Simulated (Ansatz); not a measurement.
Relaxed-ion elastic tensor of AlFe (CsCl type, Pm-3m) in GPa (Voigt order), PBEsol in the plane-wave PAW code Ansatz; density 5.97 g/cm³, 11.51 Å³ per atom.

```
273  147  147  0.0  0.0  0.0
147  273  147  0.0  0.0  0.0
147  147  273  0.0  0.0  0.0
0.0  0.0  0.0  152  0.0  0.0
0.0  0.0  0.0  0.0  152  0.0
0.0  0.0  0.0  0.0  0.0  152
```

Question: Is the crystal mechanically stable?

Answer: Yes: the smallest eigenvalue of C is 126 GPa.

Question: Work out the Voigt, Reuss and Hill averages.

Answer: K_V = 189, K_R = 189, K_H = 189; G_V = 117, G_R = 97.3, G_H = 107 GPa.

Question: Give Young's modulus, Poisson's ratio, Pugh's ratio and the universal anisotropy index.

Answer: E = 9KG/(3K + G) = 270 GPa; ν = 0.26; K/G = 1.77 (near the Pugh limit of 1.75, no verdict); A_U = 5G_V/G_R + K_V/K_R − 6 = 0.99.

Question: Estimate the sound speeds and the Debye temperature.

Answer: v_l = √((K + 4G/3)/ρ) = 7450 m/s, v_t = √(G/ρ) = 4230 m/s, mean 4700 m/s; Θ = (h/k)(3n/4πV)^(1/3) v_m = 620 K.

The PBEsol relaxation kept the symmetry of its start. Magnetic state: ferromagnetic, chosen from 4 collinear starts compared on coarse meshes (ties went to the first, and starts can fall back to one state), not a proven ground state. As this level gives no gap, shear constants depend on the k-mesh and smearing (Fermi–Dirac, 0.1 eV here).

Potentials: the later of the program's two PAW sets.
